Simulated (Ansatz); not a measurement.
Method: PBE, scalar-relativistic; no spin polarisation; PAW, 420 eV, Γ-centred 8×8×8 mesh, 0.05 eV Gaussian smearing; code Ansatz. The datasets are Ansatz's generated set soft_2.

A crystal of composition XAl3, relaxed at this level of theory, gives this pattern between 10° and 80°.

Cu Kα1 powder pattern (kinematic, no thermal factors).
| 2θ (°) | relative intensity |
| --- | --- |
| 19.83 | 38 |
| 28.19 | 33 |
| 34.70 | 100 |
| 40.29 | 49 |
| 45.29 | 19 |
| 49.89 | 14 |
| 58.29 | 32 |
| 62.20 | 9 |
| 65.98 | 6 |
| 69.65 | 38 |
| 73.23 | 11 |
| 76.75 | 4 |

Q: Which lattice and cell does the pattern come from?

A: Cubic, space group Pm-3m (No. 221), a = 4.474 Å, b = 4.474 Å, c = 4.474 Å, α = 90.00°, β = 90.00°, γ = 90.00°. The line positions fix the lattice at most, not the space group, and lines under 1 % of the strongest aren't listed; this is the group of the computed cell.

The calculation on XAl3, where X is one element, gave:

```json
{
  "Band gap": "zero (metallic)",
  "Density of states at the Fermi level": "0.32 states/(eV·atom)",
  "Bader charges": "X 1.01; Al -0.34 e",
  "Formation energy from the elements (0 K, uncorrected)": "0.01 eV/atom",
  "Bulk modulus (Birch–Murnaghan)": "47 GPa",
  "Pressure derivative B0′": "4.9"
}
```

Sites: X on 1a, Al on 3c.

Q: Which element is X?
A. Zr
B. Sr
C. Y
D. Rb

A: B. X is Sr, so the compound is SrAl3.

The cell came from substitution into a structure type; no database entry of this phase was matched, which doesn't show that none exists.
